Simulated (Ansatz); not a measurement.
A crystal relaxed with r2SCAN in Ansatz has space group Pmm2 (No. 25) and a = 3.894 Å, b = 7.785 Å, c = 5.500 Å.

```
atom  site       x       y       z
   P    2g  0.0000  0.2463  0.0000
  Ga    2h  0.5000  0.2434  0.7543
   P    1c  0.5000  0.0000  0.4999
  Ga    1a  0.0000  0.0000  0.2539
  Xx    1d  0.5000  0.5000  0.5002
  Ga    1b  0.0000  0.5000  0.2374
```

The r2SCAN gap is indirect, 1.68 eV (Γ to X), below the direct gap of 1.79 eV at Γ. The HSE06 gap is indirect, 2.05 eV (Γ to X), below the direct gap of 2.16 eV at Γ. PBE gives an indirect gap of 1.397 eV, from Γ to Z; the least direct gap is 1.405 eV at Γ. Least and direct gap differ so little that the kind isn't settled. A second conduction valley, at Γ, lies only 8 meV higher, so their order isn't settled. Meshes: r2SCAN 6×4×6, HSE06 4×2×4, PBE 6×4×6.

Q: Which element is Xx?
A. Bi
B. As
C. N
D. Sb

A: B. Xx is As: Ga4AsP3 as one 8-atom ordering (Pmm2) on the zincblende lattice. P has 4 Ga at 2.37 Å; Ga has 3 P at 2.36–2.37 Å and 1 As at 2.44 Å; P has 4 Ga at 2.36–2.37 Å; Ga has 4 P at 2.37 Å; As has 4 Ga at 2.42–2.44 Å; Ga has 2 P at 2.37 Å and 2 As at 2.42 Å.

No spin polarisation. The prototype was imposed, so other structures may be more stable.

Spin-orbit coupling is left out.

The meshes of the hybrids are coarse, so their gaps aren't converged to the digits shown.
